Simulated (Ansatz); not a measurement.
BN:
Space group P6₃mc (No. 186); a = b = 2.5433 Å, c = 4.2068 Å, α = β = 90.00°, γ = 120.00°

```
atom  site  symmetry       x       y       z
----  ----  --------  ------  ------  ------
B       2b       3m.  0.3333  0.6667  0.4998
N       2b       3m.  0.3333  0.6667  0.1252
```

Relaxed with r²SCAN.

Q: Give the optical modes at the zone centre with their infrared and Raman activity from DFPT, r²SCAN in the plane-wave PAW code Ansatz.

A: Transverse frequencies, without the LO–TO term; a row sums one degenerate level.

| ω (cm⁻¹) | degeneracy | IR ((D/Å)²/amu) | Raman (Å⁴/amu) | activity | symmetry |
|---|---|---|---|---|---|
| 487 | 2 | 0.00 | 0 | silent | E2 |
| 950 | 2 | 0.00 | 8.3 | Raman | E2 |
| 973 | 1 | 0.00 | 0 | silent | B1 |
| 1022 | 1 | 30.85 | 18 | IR+Raman | A1 |
| 1056 | 2 | 55.79 | 6.5 | IR+Raman | E1 |
| 1145 | 1 | 0.00 | 0 | silent | B1 |

Q: How high does the top mode go among those that the LO–TO term moves?

A: 1299 cm⁻¹ for q along x, 1299 cm⁻¹ for q along y, 1287 cm⁻¹ for q along z.

Space group P6_3mc (wurtzite). The cell was relaxed with r²SCAN under the symmetry of its start.

Potentials: the earlier of the program's two PAW sets.
